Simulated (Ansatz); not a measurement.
Values for one crystal, relaxed and computed with r²SCAN (plane waves, PAW; program Ansatz); other levels are named.

| Item | Value |
|---|---|
| Volume per atom | 11.08 Å³ |
| Electronic character | metallic (no gap) |
| Density of states at the Fermi level | 0.50 states/eV per atom (mean over ±0.08 eV) |
| Formation energy from the elements (no fitted shifts) | -0.28 eV/atom |

Problem. Which of these materials gives this?
A. Cu3Pd, Cu3Au type
B. Y2Ga3Cu, P3m1 (Pearson symbol hP6)
C. GaNi3, Cu3Au type
D. CaAu5, F-43m (Ca on 4a, Au on 16e, Au on 4d)

Solution. C, GaNi3, Cu3Au type

Space group Pm-3m (Cu3Au type). The workflow started from a Materials Project entry (that database holds measured and hypothetical structures alike); the Crystallography Open Database copy checked does not list it. With Ga and Ni taken as one species the cell has the higher symmetry Fm-3m, so it may be an ordered model of a mixed-site phase. Whether it is the stable phase at ambient conditions was not checked. The r²SCAN relaxation kept the symmetry of its start; its stability against distortions is not shown here. Spin order of the final state: ferromagnetic, the only order run, not a proven ground state. Other orbital occupations within this spin state were not tried. The references are the lowest solids computed at this level, not always the standard phases. Spin–orbit coupling is left out wherever it is not named.

Potentials: the later of the program's two PAW sets.
